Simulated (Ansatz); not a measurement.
## KMgF₃: how much do the potentials matter?

KMgF₃ in the perovskite structure, in a typed cell, not relaxed.

```yaml
# lattice in Å, fractional positions
crystal:
  lattice:
    - [4.05000, 0.00000, 0.00000]
    - [0.00000, 4.05000, 0.00000]
    - [0.00000, 0.00000, 4.05000]
  atoms:
    - { symbol: K, position: [0.00000, 0.00000, 0.00000] }
    - { symbol: Mg, position: [0.50000, 0.50000, 0.50000] }
    - { symbol: F, position: [0.50000, 0.50000, 0.00000] }
    - { symbol: F, position: [0.50000, 0.00000, 0.50000] }
    - { symbol: F, position: [0.00000, 0.50000, 0.50000] }
```

DFT in Ansatz; PBE; k mesh 4×4×4; fixed occupations; no spin. Harmonic phonons by linear response, frequencies in cm⁻¹, imaginary ones marked i; at Γ the three translations are left out and no LO–TO term is added.

Caveats: coarse k mesh.

The reference is the run on all-electron PAW datasets (no frozen core) at 490 eV and 13.29 Å³ an atom: top Γ mode (cm⁻¹) 425; lowest Γ mode (cm⁻¹) 140; lowest mode at q = [0.5, 0.5, 0.5] (cm⁻¹) 86; top mode at q = [0.5, 0.5, 0.5] (cm⁻¹) 476; mean ε∞ 2.08; mean Born charge of K (e) 1.18.

The same calculation was made on Ansatz generated PAW, Ansatz hand-made PAW, JTH PAW, PseudoDojo norm-conserving, GBRV ultrasoft, Ansatz norm-conserving. How far do the results move?


| potentials | cutoff (eV) | top Γ mode (cm⁻¹) | lowest Γ mode (cm⁻¹) | lowest mode at q = [0.5, 0.5, 0.5] (cm⁻¹) | top mode at q = [0.5, 0.5, 0.5] (cm⁻¹) | mean ε∞ | mean Born charge of K (e) |
| --- | --- | --- | --- | --- | --- | --- | --- |
| Ansatz generated PAW | 420 | 425 | 140 | 86 | 477 | 2.07 | 1.18 |
| Ansatz hand-made PAW | 1050 | 425 | 140 | 86 | 476 | 2.07 | 1.18 |
| JTH PAW | 1500 | 427 | 142 | 87 | 477 | 2.06 | 1.18 |
| PseudoDojo norm-conserving | 1143 | 425 | 139 | 86 | 476 | 2.07 | 1.18 |
| GBRV ultrasoft | 544 | 428 | 140 | 86 | 477 | 2.07 | 1.18 |
| Ansatz norm-conserving | 1320 | 427 | 140 | 86 | 477 | 2.07 | 1.18 |

The largest move among the frequencies in the table is 2.6 cm⁻¹, in the top Γ mode on GBRV ultrasoft.
